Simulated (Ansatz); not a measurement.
KNiF$_{3}$ (cubic perovskite, Pm-3m), DFT-r²SCAN in the program Ansatz with PAW potentials. The conduction-band minimum lies at X, with 3 equivalent valleys. Second derivatives d²E/dk² of the lowest band at one valley (eV·Å²), along Cartesian directions:

```tsv
direction	d²E/dk²
[100]	3.201
[010]	3.347
[001]	3.347
[110]	3.273
[101]	3.273
[011]	3.347
```

Task: Find the principal effective masses, the density-of-states mass and the conductivity mass.

Result: Off-diagonal terms follow from H_xy = H[110] − (H_xx + H_yy)/2, and m*/mₑ = 7.620 eV·Å² over each eigenvalue: 2.3, 2.3, 2.4. One valley's DOS mass (m₁m₂m₃)^(1/3) = 2.3, conductivity mass 3/(Σ 1/mᵢ) = 2.3 mₑ.

Task: What effective density of states Nc follows at 300 K for parabolic valleys?

Result: Nc = 2.509e19 × 3 × (2.3)^(3/2) ≈ 2.6e20 cm⁻³.

The workflow started from an entry of the Crystallography Open Database (COD). Its standing as an ambient phase is unchecked. Symmetry was held in the r²SCAN relaxation, as lowered by the spin order; whether a distortion lowers the energy is not shown. Spin order of the final state: antiferromagnetic, chosen from 4 collinear starts compared on coarse meshes (ties went to the first, and starts can fall back to one state), not a proven ground state. Other orbital occupations within this spin state were not tried. No Hubbard U is applied. Point labels and valley counts follow the cell and symmetry of the run, lower than the named group.

Potentials: the later of the program's two PAW sets.

Edges and masses are those of Kohn–Sham bands, whose gap is no quasiparticle gap.
